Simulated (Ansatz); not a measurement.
Consider the following.

Sn$_{4}$Au:
```yaml
crystal:
  lattice:
    - [3.27569, -5.81618, 0.00000]
    - [3.27569, 5.81618, 0.00000]
    - [0.00000, 0.00000, 6.53040]
  atoms:
    - { symbol: Sn, position: [0.46885, 0.20839, 0.83383] }
    - { symbol: Sn, position: [0.53115, 0.79161, 0.83383] }
    - { symbol: Sn, position: [0.20839, 0.46885, 0.16617] }
    - { symbol: Sn, position: [0.79161, 0.53115, 0.16617] }
    - { symbol: Sn, position: [0.03115, 0.29161, 0.66617] }
    - { symbol: Sn, position: [0.96885, 0.70839, 0.66617] }
    - { symbol: Sn, position: [0.29161, 0.03115, 0.33383] }
    - { symbol: Sn, position: [0.70839, 0.96885, 0.33383] }
    - { symbol: Au, position: [0.00000, 0.00000, 0.00000] }
    - { symbol: Au, position: [0.50000, 0.50000, 0.50000] }
```

This is the PBEsol-relaxed structure.

Question: All from PBEsol in the plane-wave PAW code Ansatz, unless another level is named. Estimate the density of states at the Fermi level.

Answer: 0.48 states/eV per atom (mean over ±0.08 eV).

Question: Predict the formation energy from the elements (no fitted shifts).

Answer: -0.10 eV/atom.

Space group Ccce. The workflow started from a Materials Project entry (that database holds measured and hypothetical structures alike); the Crystallography Open Database copy checked does not list it. COD files the formula under space group No. 41. Its standing as an ambient phase is unchecked. The PBEsol relaxation kept the symmetry of its start; whether a distortion lowers the energy is not shown. The references are the lowest solids computed at this level, not always the standard phases. Spin–orbit coupling is left out wherever it is not named.

Potentials: the later of the program's two PAW sets.
